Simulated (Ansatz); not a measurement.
BeS (zinc blende), conventional cell a = 4.869 Å, b = 4.869 Å, c = 4.869 Å, α = 90.00°, β = 90.00°, γ = 90.00°. The calculation uses the primitive cell of 2 atoms, to which meshes and values per cell refer.

Grid over V/V₀ and (c/a)/(c/a)₀, subscript 0 meaning the relaxed cell; the conventional c axis lies along z; no internal relaxation.

The numbers are results of r2SCAN (plane waves to 500 eV, PAW, scalar-relativistic; Ansatz, an electronic-structure program), not measurements. k mesh 12×12×12 (Γ-centred), Fermi-Dirac smearing 0.05 eV. The energy includes the smearing's −TS. BeS was relaxed with its symmetry unable to fall. ΔE is measured from the relaxed starting cell.

```tsv
ΔE (meV/atom)	V/V₀ = 0.960	V/V₀ = 0.980	V/V₀ = 1.000	V/V₀ = 1.020	V/V₀ = 1.040
(c/a)/(c/a)₀ = 0.920	26.1	20.7	___	20.9	25.9
(c/a)/(c/a)₀ = 0.960	12.2	___	4.8	___	11.5
(c/a)/(c/a)₀ = 1.000	7.5	1.8	0.0	1.7	___
(c/a)/(c/a)₀ = 1.040	12.3	6.7	4.9	___	11.5
(c/a)/(c/a)₀ = 1.080	26.9	21.3	19.6	21.4	26.3
```

Problem. Complete the blanks.

Solution. 
- (c/a)/(c/a)₀ = 0.920, V/V₀ = 1.000: 19.0
- (c/a)/(c/a)₀ = 0.960, V/V₀ = 0.980: 6.6
- (c/a)/(c/a)₀ = 0.960, V/V₀ = 1.020: 6.5
- (c/a)/(c/a)₀ = 1.000, V/V₀ = 1.040: 6.6
- (c/a)/(c/a)₀ = 1.040, V/V₀ = 1.020: 6.6

(A scan under strain: stresses follow from slopes of the energy per volume, elastic moduli from its curvatures.)
